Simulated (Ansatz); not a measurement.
# Property card for SnSb

SnSb (CsCl type, Pm-3m), a = 3.7079 Å, b = 3.7079 Å, c = 3.7079 Å, α = 90.00°, β = 90.00°, γ = 90.00°.

Space group Pm-3m (No. 221), CsCl type; conventional cell a = b = c = 3.7079 Å, α = β = γ = 90.00°.

Method: the program Ansatz at the LDA level (PAW). Structure relaxed to zero pressure with the same functional. Other levels are named where they apply.

**Cell and energy**

Volume per atom: 25.49 Å³
Density: 7.83 g/cm³
Formation energy from the elements (no fitted shifts): 0.10 eV/atom

**Electronic structure**

* **Electronic character**: metallic (no gap)
* **Density of states at the Fermi level**: 0.55 states/eV per atom (mean over ±0.08 eV)

**Mechanics**

Bulk modulus (Birch–Murnaghan fit): 638 kbar
Pressure derivative B′: 5.1
Elastic constants (relaxed ions, GPa): C11 = 78.3, C12 = 57.1, C44 = 27.5
Mechanical stability: stable (all eigenvalues of C positive)
Hill bulk and shear moduli: 64.2 and 18.7 GPa
Young's modulus: 51.2 GPa
Poisson's ratio: 0.37
Debye temperature from the elastic constants: 176 K

**Phonons**

- Highest zone-centre frequency: 80 cm⁻¹
- Zone-centre stability: no imaginary mode at Γ

The first step of the workflow began from a Materials Project structure, measured or hypothetical; the Crystallography Open Database copy checked does not list it. COD files the formula under space group No. 166, 225, so this cell is another polymorph or a model. Its standing as an ambient phase is unchecked. The LDA relaxation kept the symmetry of its start. As this level gives no gap, shear constants depend on the k-mesh and smearing (Fermi–Dirac, 0.1 eV here). As this level gives no gap, phonon frequencies hold no LO–TO term and depend on the k-mesh and smearing (Fermi–Dirac, 0.1 eV here). The references are the lowest solids computed at this level, not always the standard phases. Spin–orbit coupling is left out wherever it is not named.

Potentials: the later of the program's two PAW sets.
